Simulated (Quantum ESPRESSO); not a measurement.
## Kohn-Sham bands of In$_{2}$SbAs (R3m)

```xyz
4
Lattice="-2.2698 3.9315 0.0000 -4.5397 0.0000 0.0000 -2.2698 1.3105 7.4014" Properties=species:S:1:pos:R:3 pbc="T T T"
In     0.0000     0.0000     0.1092
In     2.2698    -1.3105     3.5928
Sb    -2.2698     1.3105    -0.9321
As     0.0000     0.0000     2.7814
```

Materials Project entry mp-1223844; symmetrised, unrelaxed at this level. Not found in the COD (Crystallography Open Database) copy used; not checked further. Method: PBEsol plane waves in Quantum ESPRESSO 7.5 (PseudoDojo norm-conserving files, 68 Ry, no spin polarisation, no spin-orbit coupling), Bloch states on a 6×6×6 mesh through Γ, Wannier90 4.0.1. Density: 8×8×8 mesh, cold smearing 0.01 Ry. Spin-orbit coupling is left out although heavy elements are present.

Problem. List the Kohn-Sham levels between −8 and 3.0 eV relative to the Fermi level at the high-symmetry points, as a band run of pw.x on that density gives them (levels within 2 meV counted together).

Solution. 
```tsv
point	k (reciprocal lattice)	levels (eV)
Γ	0.000 0.000 0.000	-5.51, -1.16 (×2), -1.07, -0.16, 0.05 (×2), 0.73
T	0.000 0.000 0.500	-3.83, -3.61, -1.03 (×2), -0.24 (×2), 0.16, 1.30
H_2	-0.312 -0.625 0.188	-5.56, -5.45, -3.09, -2.81, -1.88, -1.63, 1.96, 2.04
H_0	-0.375 -0.688 -0.188	-5.56, -5.45, -3.09, -2.81, -1.88, -1.63, 1.96, 2.04
L	0.000 -0.500 0.000	-5.43, -5.24, -2.65, -2.53, -1.98, -1.40, 1.51, 2.05
S_0	-0.344 -0.688 -0.344	-5.56, -5.46, -3.16, -2.78, -1.94, -1.63, 1.79, 2.54
S_2	-0.344 -0.656 0.000	-5.56, -5.46, -3.16, -2.78, -1.94, -1.63, 1.79, 2.54
F	-0.500 -0.500 0.000	-5.75, -5.49, -2.26, -2.20, -1.00, -0.93, 0.36, 1.37, 1.49
```
